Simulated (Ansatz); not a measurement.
K (Fm-3m), phonons: input and output

Level of theory: LDA, all-electron LAPW in Ansatz 0.2.0, scalar-relativistic.

Cell and atoms were relaxed beforehand by PAW with this functional.

The structure is one entry of a database and needn't be the stable phase.

Command line:

```sh
ansatz run input.yaml --threads 2 --pin off --max-ram 10240MiB --backend cpu --events-out ev --progress --plain --runs-dir out
```

Input file:

```yaml
crystal:
  lattice:
    - [0.0, 3.17912571928, 3.17912571928]
    - [3.17912571928, 0.0, 3.17912571928]
    - [3.17912571928, 3.17912571928, 0.0]
  atoms:
    - { symbol: K, position: [0.0, 0.0, 0.0] }
kpoints:
  mp_grid: { grid: [16, 16, 16] }
scf:
  occupations: { method: fermi_dirac, width: 0.05 }
hamiltonian:
  xc: lda
  pseudopotentials: { kind: all_electron, lapw: { basis_error: 0.001 } }
phonons:
  qmesh: [4, 4, 4]
  qpath:
    path:
      - [0.0, 0.0, 0.0]
      - [0.5, 0.0, 0.5]
      - [0.625, 0.25, 0.625]
      - [0.375, 0.375, 0.75]
      - [0.0, 0.0, 0.0]
      - [0.5, 0.5, 0.5]
      - [0.5, 0.25, 0.75]
      - [0.5, 0.0, 0.5]
    npoints: 6
  temperatures: { t_min: 0, t_max: 1000, t_step: 100 }
```

The program printed:

```
Warning: RAYON_NUM_THREADS=2 ignored (pool sized by the plan → 2); use --threads N
LAPW: plane waves up to 4.097 Å⁻¹, error target 1.0e-3 eV per atom; small_component_spin mean_spin; K in spheres of 2.181 Å, 9 of its electrons in bands, Dirac shells [] (how accurate: ...
Engine: ansatz 0.2.0, x86_64-unknown-linux-gnu
Pseudopotentials: kind: all_electron
Pseudopotential: K, LAPW, valence charge 9, lapw/all_electron/scalar/gaussian/K, Koelling and Harmon's equation, gaussian nucleus
Functional definition: SPW92
  exchange = slater_x
  correlation = pw_c
Crystal: 4 atoms, lattice volume = 257.047 Å³
Basis set: ecut = 63.941166619673965 eV, 289 PW (Γ), FFT grids on a1, a2, −a1+2a2+a3, exchange–correlation at level 2
Bands: 36, of which v1, the nominal top of the filled ones, is band 18 counted from 1 (17 counted from 0)
Symmetry: 16 space group operations
k-points: 282 of 1024
Non-local potential: K, projectors of the file, none
Initial density: superposition of atomic densities (chi_scale 0.1, normalization cell)
Initial wavefunctions: plane waves of lowest kinetic energy (no species holds an atomic orbital)
Functional: x = slater, c = lda
[... 201 lines left out ...]
  symmetry images taken by strict's conditions (phonons.symmetry_images: auto; settled by no image being taken that strict refuses)
  supercell 5 (4 cells, vectors [0, 1, -2], [-1, 1, 1], [0, 0, 4] in multiples of the cell's): 2 displaced members by 0.01 Å; free energy -65372.704277 eV; taken off its force constants: by the sum rule 5.0e-5, by the ...
  symmetry images taken by strict's conditions (phonons.symmetry_images: auto; settled by no image being taken that strict refuses)
  q = [0.0000, 0.0000, 0.0000] (star 1, supercell 1; hermiticity 0.00e0, symmetrization 2.80e-17): 0.00 0.00 0.00
  q = [0.0000, 0.0000, 0.2500] (star 8, supercell 4; hermiticity 0.00e0, symmetrization 7.43e-16): 23.44 23.44 60.03
  q = [0.0000, 0.0000, -0.5000] (star 4, supercell 1; hermiticity 2.84e-16, symmetrization 7.93e-4): 33.37 33.37 84.23
  q = [0.0000, 0.2500, 0.2500] (star 6, supercell 3; hermiticity 4.25e-50, symmetrization 2.20e-16): 41.01 41.01 57.09
  q = [0.0000, 0.2500, -0.5000] (star 24, supercell 1; hermiticity 3.92e-16, symmetrization 1.68e-16): 47.36 57.44 79.52
  q = [0.0000, 0.2500, -0.2500] (star 12, supercell 2; hermiticity 6.68e-17, symmetrization 5.24e-16): 33.17 60.23 71.57
  q = [0.0000, -0.5000, -0.5000] (star 3, supercell 2; hermiticity 5.06e-16, symmetrization 1.39e-5): 58.31 58.31 86.56
  q = [0.2500, -0.5000, -0.2500] (star 6, supercell 5; hermiticity 1.07e-16, symmetrization 4.29e-16): 54.43 74.14 74.14
  joined force constants: q→R imaginary residual 0.00e0
  density of states and harmonic sums: on the 20×20×20 q-mesh, interpolated from the force constants of a 4×4×4 supercell (no non-analytic term)
  largest difference from the sums on the solved wave vectors: F 1.52e-2 eV, S 1.92e-5 and C_V 4.01e-6 eV/K
```

The run converged.

Phonons on the q mesh:

Harmonic phonons of a crystal by Kohn-Sham DFT at the given cell, standard atomic masses, acoustic sum rule imposed; negative wavenumbers are unstable modes; one row a degenerate set, branches counted upwards.

* Unstable phonons: no

```
       point  q a (r.l.u.)  q b (r.l.u.)  q c (r.l.u.)  branch  phonon wavenumber (cm⁻¹)  degeneracy
    0.25/0/0          0.25             0             0       1                      23.4           2
    0.25/0/0          0.25             0             0       3                        60           1
           L           0.5             0             0       1                      33.4           2
           L           0.5             0             0       3                      84.2           1
 0.25/0.25/0          0.25          0.25             0       1                        41           2
 0.25/0.25/0          0.25          0.25             0       3                      57.1           1
  0.5/0.25/0           0.5          0.25             0       1                      47.4           1
  0.5/0.25/0           0.5          0.25             0       2                      57.4           1
  0.5/0.25/0           0.5          0.25             0       3                      79.5           1
-0.25/0.25/0         -0.25          0.25             0       1                      33.2           1
-0.25/0.25/0         -0.25          0.25             0       2                      60.2           1
-0.25/0.25/0         -0.25          0.25             0       3                      71.6           1
           X           0.5           0.5             0       1                      58.3           2
           X           0.5           0.5             0       3                      86.6           1
           W         -0.25           0.5          0.25       1                      54.4           1
           W         -0.25           0.5          0.25       2                      74.1           2
```

Harmonic thermodynamics:

Sums over wave vectors interpolated from the q mesh.

| Quantity | Value |
| --- | --- |
| Zero point energy | 10.24 meV/atom |

```csv
temperature (K),phonon heat capacity (k_B/atom),phonon entropy (k_B/atom),phonon free energy (meV/atom)
100,2.834,3.983,-7
200,2.957,5.999,-50.95
300,2.98,7.203,-108.2
400,2.989,8.062,-174.1
500,2.993,8.729,-246.6
600,2.995,9.275,-324.2
700,2.996,9.737,-406.2
800,2.997,10.14,-491.9
900,2.997,10.49,-580.8
1000,2.998,10.81,-672.5
```

Limits of these numbers: responses of metals move with mesh and smearing.

Time and hardware: 7.8 min on 2 threads of Intel(R) Xeon(R) Platinum 8488C (Sapphire Rapids), with other jobs on the host, peak memory 1.4 GiB.
